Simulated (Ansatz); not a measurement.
## Property card for C

C:
```cif
data_C40
_chemical_formula_sum 'C40'
_space_group_name_H-M_alt 'Fd-3m :1'
_space_group_IT_number 227
_space_group_name_Hall 'F 4d 2 3 -1d'
_cell_length_a 9.58777
_cell_length_b 9.58777
_cell_length_c 9.58777
_cell_angle_alpha 90.000
_cell_angle_beta 90.000
_cell_angle_gamma 90.000
loop_
_atom_site_label
_atom_site_type_symbol
_atom_site_symmetry_multiplicity
_atom_site_Wyckoff_symbol
_atom_site_fract_x
_atom_site_fract_y
_atom_site_fract_z
_atom_site_occupancy
C1 C 8 b 0.50000 0.50000 0.50000 1
C2 C 32 e 0.58892 0.58892 0.58892 1
```
(The calculation used a cell of 10 atoms; values per cell refer to that cell.)

Space group Fd-3m (No. 227); conventional cell a = b = c = 9.5878 Å, α = β = γ = 90.00°.

Method: r²SCAN in the plane-wave PAW code Ansatz. Geometry: relaxed at this level of theory. Other levels are named where they apply.

**Cell and energy**

```json
{
  "volume_per_atom": "22.03 Å³",
  "density": "0.91 g/cm³"
}
```

**Electronic structure**

```json
{
  "band_gap": "5.12 eV (smallest direct gap 5.13 eV)",
  "valence_band_maximum": "at L",
  "conduction_band_minimum": "on the K–Γ line, 11 % of the way from K (12 equivalent valleys)",
  "electron_effective_mass": "1.2, 3.0, 9.6 mₑ (principal values)",
  "HSE06 gap on the r²SCAN cell": "6.14 eV"
}
```

**Mechanics**

```json
{
 "Bulk modulus (Birch–Murnaghan fit)": "87.3 GPa",
 "Pressure derivative B′": "3.7",
 "Elastic constants (relaxed ions, GPa)": "C11 = 95.5, C12 = 83.5, C44 = 15.9",
 "mechanical_stability": "stable (all eigenvalues of C positive)",
 "hill_bulk_and_shear_moduli": "87.5 and 10.7 GPa",
 "Young's modulus": "30.9 GPa",
 "Poisson's ratio": "0.44",
 "debye_temperature_from_the_elastic_constants": "416 K"
}
```

The start of the workflow was typed in or built on a structure type. Its sites differ from those of the usual phase in this space group: another stacking or structure type. The cell was relaxed with r²SCAN under the symmetry of its start; whether a distortion lowers the energy is not shown.

Potentials: the earlier of the program's two PAW sets.
